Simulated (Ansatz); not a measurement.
Here is the system:

Ta (bcc, W type)

```
CELL_PARAMETERS angstrom
     -1.65255     1.65255     1.65255
      1.65255    -1.65255     1.65255
      1.65255     1.65255    -1.65255
ATOMIC_POSITIONS crystal
  Ta 0.00000 0.00000 0.00000
```

This relaxed cell (volume V₀) is scaled evenly in all directions, its shape held. Symmetry pins the atoms to their sites.

The numbers are results of r2SCAN (plane waves to 500 eV, PAW, scalar-relativistic; Ansatz, a first-principles code), not measurements. k mesh 20×20×20 (Γ-centred), Fermi-Dirac smearing 0.05 eV. Energies are smeared free energies. Compression counts positive. Spin-orbit coupling is left out, though Ta is heavy. Ta is run without spin polarisation. Ta was relaxed with its symmetry unable to fall. The PAW data are Ansatz's earlier set. ΔE is measured from the relaxed starting cell.

The scan covers V/V₀ from 0.900 to 1.100 in 9 points.

What pressure does the cell carry at V/V₀ = 0.900?

26.1 GPa.

What is ΔE at V/V₀ = 1.100?

98 meV/atom.

What is ΔE at V/V₀ = 0.900?

136 meV/atom.

(Under strain, the slope of the energy per volume gives the stress and its curvature an elastic modulus.)
